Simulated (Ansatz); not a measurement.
With r²SCAN+D4 (plane waves, PAW; program Ansatz), CdSiN$_{2}$ in the trigonal phase (R-3m; Cd on 3b, Si on 3a, N on 6c) relaxes to a = 2.898 Å, c = 17.893 Å. Cd has 2 nearest neighbours from 2.05 Å (linear); Si has 6 nearest neighbours from 1.92 Å (octahedral); N has 4 nearest neighbours from 1.92 Å (tetrahedral). Its formation energy from the elements is -0.28 eV/atom, with no fitted shifts.

It is gapped at this level: 0.36 eV (indirect). The screened hybrid HSE06 puts the gap at 0.87 eV. Gap from r²SCAN+D4 with spin–orbit coupling: 0.36 eV. The hole mass is 0.36, 1.9, 2.4 mₑ (principal values).

Bader charges are Cd +0.73, Si +3.14, N -1.94 e.

The start of the workflow was typed in or built on a structure type; neither database checked (COD, Materials Project) lists it. Whether it is the stable phase at ambient conditions was not checked. The r²SCAN+D4 relaxation kept the symmetry of its start; its stability against distortions is not shown here. The volume moved by -44 % from the start of the relaxation. The references are the lowest solids computed at this level, not always the standard phases (solids in place of the gases). Spin–orbit coupling is left out wherever it is not named.

Potentials: the later of the program's two PAW sets.
